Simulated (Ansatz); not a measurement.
Input:

CdBr2:
```yaml
crystal:
  lattice:
    - [3.99486, 0.00000, 0.00000]
    - [-1.99743, 3.45965, 0.00000]
    - [0.00000, 0.00000, 12.71535]
  atoms:
    - { symbol: Cd, position: [0.66667, 0.33333, 0.87499] }
    - { symbol: Cd, position: [0.33333, 0.66667, 0.37499] }
    - { symbol: Br, position: [0.00000, 0.00000, 0.75203] }
    - { symbol: Br, position: [0.00000, 0.00000, 0.25203] }
    - { symbol: Br, position: [0.33333, 0.66667, 0.99797] }
    - { symbol: Br, position: [0.66667, 0.33333, 0.49797] }
```

This is the r²SCAN+D4-relaxed structure.

**Question.** All from the program Ansatz at the r²SCAN+D4 level (PAW), unless another level is named. Estimate the formation energy from the elements (no fitted shifts).

**Answer.** -102 kJ/mol of atoms.

**Question.** Predict the HSE06 gap on the r²SCAN+D4 cell.

**Answer.** 4.07 eV.

**Question.** Next, the band gap?

**Answer.** 3.50 eV (smallest direct gap 3.50 eV).

**Question.** Give the electron effective mass.

**Answer.** 0.28, 0.28, 0.32 mₑ (principal values).

**Question.** What about the conduction-band minimum?

**Answer.** at Γ.

**Question.** Next, the valence-band maximum?

**Answer.** on the Γ–M line, 22 % of the way from Γ.

Space group P6_3mc. The workflow started from a Materials Project entry (that database holds measured and hypothetical structures alike); the Crystallography Open Database files this formula in space group No. 186, but the cells were not matched. Whether it is the stable phase at ambient conditions was not checked. The cell was relaxed with r²SCAN+D4 under the symmetry of its start; whether a distortion lowers the energy is not shown. The references are the lowest solids computed at this level, not always the standard phases. Spin–orbit coupling is left out wherever it is not named.

Potentials: the later of the program's two PAW sets.
